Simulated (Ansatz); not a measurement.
## Every step of a relaxation of Tl (diamond type)

DFT, LDA, PAW with Ansatz's default frozen-core files, scalar-relativistic (Ansatz 0.2.0); a Γ-centred 11×11×11 k mesh, Fermi–Dirac smearing of 0.05 eV, no spin polarisation. The run relaxes cell and atoms at a target pressure of 0 GPa.

Command: `ansatz run input.yaml --threads 1 --pin off --max-ram 3072MiB --backend cpu --events-out ev --progress --plain --runs-dir out` It took 16 s on 1 thread of Arm Neoverse V1, with other jobs on the host, peak memory 0.34 GiB.

```yaml
crystal:
  lattice:
    - [0.0, 3.2423092312, 3.2423092312]
    - [3.2423092312, 0.0, 3.2423092312]
    - [3.2423092312, 3.2423092312, 0.0]
  atoms:
    - { symbol: Tl, position: [-0.125, -0.125, -0.125] }
    - { symbol: Tl, position: [0.125, 0.125, 0.125] }
kpoints:
  mp_grid: { grid: [11, 11, 11] }
scf:
  occupations: { method: fermi_dirac, width: 0.05 }
hamiltonian:
  xc: lda
  pseudopotentials: { kind: paw }
output:
  forces: true
  stress: true
relax:
  f_tol: 0.005
  max_steps: 40
  cell: {}
```

Each step lists its free energy a cell above the last geometry, the pressure, the cell vectors (Å), and Cartesian positions (Å) with forces (eV/Å).

The first step:

```
step 1  dF = 85.52 meV  P = 3.74 GPa
  cell 0.0000 3.2423 3.2423  3.2423 0.0000 3.2423  3.2423 3.2423 0.0000
  Tl -0.8106 -0.8106 -0.8106   0.0000 0.0000 0.0000
  Tl 0.8106 0.8106 0.8106   0.0000 0.0000 0.0000
```

Spin–orbit coupling is left out, which matters for the heavy atoms. The PAW files were made under PBE.

**Question.** Where does the relaxation end, and by which steps?

**Answer.** After 4 geometries, with conventional a, b, c = 6.739, 6.739, 6.739 Å, at 38.263 Å³/atom (+12.26 % against the start) in space group Fd-3m, with a shortest distance of 2.918 Å. The further steps:
```
step 2  dF = 1.38 meV  P = -0.33 GPa
  cell 0.0000 3.3859 3.3859  3.3859 0.0000 3.3859  3.3859 3.3859 0.0000
  Tl -0.8465 -0.8465 -0.8465   0.0000 0.0000 0.0000
  Tl 0.8465 0.8465 0.8465   0.0000 0.0000 0.0000
step 3  dF = 0.10 meV  P = -0.08 GPa
  cell 0.0000 3.3731 3.3731  3.3731 0.0000 3.3731  3.3731 3.3731 0.0000
  Tl -0.8433 -0.8433 -0.8433   0.0000 0.0000 0.0000
  Tl 0.8433 0.8433 0.8433   0.0000 0.0000 0.0000
step 4  dF = 0.00 meV  P = 0.00 GPa
  cell 0.0000 3.3697 3.3697  3.3697 0.0000 3.3697  3.3697 3.3697 0.0000
  Tl -0.8424 -0.8424 -0.8424   0.0000 0.0000 0.0000
  Tl 0.8424 0.8424 0.8424   0.0000 0.0000 0.0000
step 5  dF = -1.32 meV  P = -0.02 GPa  (same geometry on a basis chosen anew; earlier energies don't compare to the last digit)
  cell 0.0000 3.3697 3.3697  3.3697 0.0000 3.3697  3.3697 3.3697 0.0000
  Tl -0.8424 -0.8424 -0.8424   0.0000 0.0000 0.0000
  Tl 0.8424 0.8424 0.8424   0.0000 0.0000 0.0000
```
